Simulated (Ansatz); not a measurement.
C, first-principles data

C:
```yaml
crystal:
  lattice:
    - [2.51075, 0.00000, 0.00000]
    - [-1.25538, 2.17438, 0.00000]
    - [0.00000, 0.00000, 18.61657]
  atoms:
    - { symbol: C, position: [0.00000, 0.00000, 0.68105] }
    - { symbol: C, position: [0.00000, 0.00000, 0.76378] }
    - { symbol: C, position: [0.33333, 0.66667, 0.79143] }
    - { symbol: C, position: [0.33333, 0.66667, 0.87416] }
    - { symbol: C, position: [0.66667, 0.33333, 0.90200] }
    - { symbol: C, position: [0.66667, 0.33333, 0.98598] }
    - { symbol: C, position: [0.33333, 0.66667, 0.01402] }
    - { symbol: C, position: [0.33333, 0.66667, 0.09800] }
    - { symbol: C, position: [0.66667, 0.33333, 0.12584] }
    - { symbol: C, position: [0.66667, 0.33333, 0.20857] }
    - { symbol: C, position: [0.00000, 0.00000, 0.23622] }
    - { symbol: C, position: [0.00000, 0.00000, 0.31895] }
    - { symbol: C, position: [0.33333, 0.66667, 0.34676] }
    - { symbol: C, position: [0.33333, 0.66667, 0.43084] }
    - { symbol: C, position: [0.00000, 0.00000, 0.45866] }
    - { symbol: C, position: [0.00000, 0.00000, 0.54134] }
    - { symbol: C, position: [0.66667, 0.33333, 0.56916] }
    - { symbol: C, position: [0.66667, 0.33333, 0.65324] }
```

Space group P-3m1 (No. 164); conventional cell a = 2.5108 Å, b = 2.5108 Å, c = 18.6166 Å, α = 90.00°, β = 90.00°, γ = 120.00°.

Method: r²SCAN (plane waves, PAW; program Ansatz). Structure relaxed to zero pressure with the same functional. Other levels are named where they apply.

### Cell and energy

- Volume per atom = 5.65 Å³
- Density = 3.53 g/cm³

### Electronic structure

Band gap: 4.69 eV (indirect)
Valence-band maximum: at Γ
Conduction-band minimum: off the standard path, at k = (0.000, 0.367, 0.169)
Smallest direct gap on the standard path: 5.60 eV
Electron effective mass: 0.22, 0.75, 1.7 mₑ (principal values)
Hole effective mass, band 1 of 2 at the edge: 0.65 along x, 0.65 along z (mₑ)
Hole effective mass, band 2 of 2 at the edge: 0.25 along x, 0.65 along z (mₑ)
HSE06 gap on the r²SCAN cell: 5.64 eV

### Mechanics

Bulk modulus (Birch–Murnaghan fit): 451 GPa
Pressure derivative B′: 3.7
Elastic constants (relaxed ions, GPa): C11 = 1220, C12 = 93.2, C13 = 36.0, C14 = -14.5, C33 = 1290, C44 = 507
Mechanical stability: stable (all eigenvalues of C positive)
Hill bulk and shear moduli: 451 and 552 GPa
Young's modulus: 1180 GPa
Poisson's ratio: 0.07
Debye temperature from the elastic constants: 2280 K

The start of the workflow was typed in or built on a structure type; the Crystallography Open Database copy checked does not list it. It is not the phase usual at ambient conditions (space group No. 194, 227). Symmetry was held in the r²SCAN relaxation; its stability against distortions is not shown here.

Potentials: the later of the program's two PAW sets.
